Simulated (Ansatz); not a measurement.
SnPd3:
```xyz
4
Lattice="3.9738 0.0000 0.0000 0.0000 3.9738 0.0000 0.0000 0.0000 3.9738" Properties=species:S:1:pos:R:3 pbc="T T T"
Pd     1.9869     1.9869     0.0000
Pd     0.0000     1.9869     1.9869
Pd     1.9869     0.0000     1.9869
Sn     0.0000     0.0000     0.0000
```

Relaxed with PBEsol. Special points in fractions of this cell's reciprocal vectors: Γ (0.000, 0.000, 0.000); X (0.000, 0.500, 0.000); M (0.500, 0.500, 0.000); R (0.500, 0.500, 0.500).

Q: List the band energies nearest the Fermi level at these points for plane-wave PAW PBEsol with spin–orbit coupling (Ansatz code).

A: In eV from the Fermi level; about four levels below and three above (degenerate sets whole), none deeper than 8.9 eV; points with the same levels are listed once.

```tsv
k	below	above
Γ	-0.17 -0.17 -0.17 -0.17	0.00 0.00 0.00 0.00
X	-0.96 -0.96 -0.07 -0.07	3.88 3.88 4.05 4.05
M	-1.21 -1.21 -1.15 -1.15	0.90 0.90 0.92 0.92
R	-0.36 -0.36 -0.36 -0.36	0.51 0.51 0.94 0.94
```

Space group Pm-3m (Cu3Au type). The workflow started from an entry of the Crystallography Open Database (COD), which files this formula under 2 space groups. Whether it is the stable phase at ambient conditions was not checked. Symmetry was held in the PBEsol relaxation; its stability against distortions is not shown here. No spin polarisation was allowed.

Potentials: the later of the program's two PAW sets.
